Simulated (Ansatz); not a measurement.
SiC:
```
SiC
1.0
    3.05642     0.00000     0.00000
   -1.52821     2.64694     0.00000
    0.00000     0.00000     5.01579
Si C
2 2
Cartesian
  1.52821   0.88231   0.00257
  0.00000   1.76463   2.51046
  1.52821   0.88231   3.13330
  0.00000   1.76463   0.62541
```

This is the LDA-relaxed structure. x, y and z are the axes in which the lattice vectors are written.

### Question
All from LDA in the plane-wave PAW code Ansatz, unless another level is named. Estimate the electron effective mass.

### Answer
0.26, 0.43, 0.43 mₑ (principal values).

### Question
And the hole effective mass, band 2 of 2 at the edge?

### Answer
0.33 along x, 1.6 along z (mₑ).

### Question
And the weight of the conduction-edge state by species (Voronoi cells)?

### Answer
Si 60 %, C 40 %.

### Question
And the valence-band maximum?

### Answer
at Γ.

### Question
And the weight of the valence-edge state by species (Voronoi cells)?

### Answer
C 81 %, Si 19 %.

Space group P6_3mc (wurtzite). The LDA relaxation kept the symmetry of its start; phonons on a q-mesh show no instability.

Potentials: the later of the program's two PAW sets.

Edges and masses are those of Kohn–Sham bands, whose gap is no quasiparticle gap.
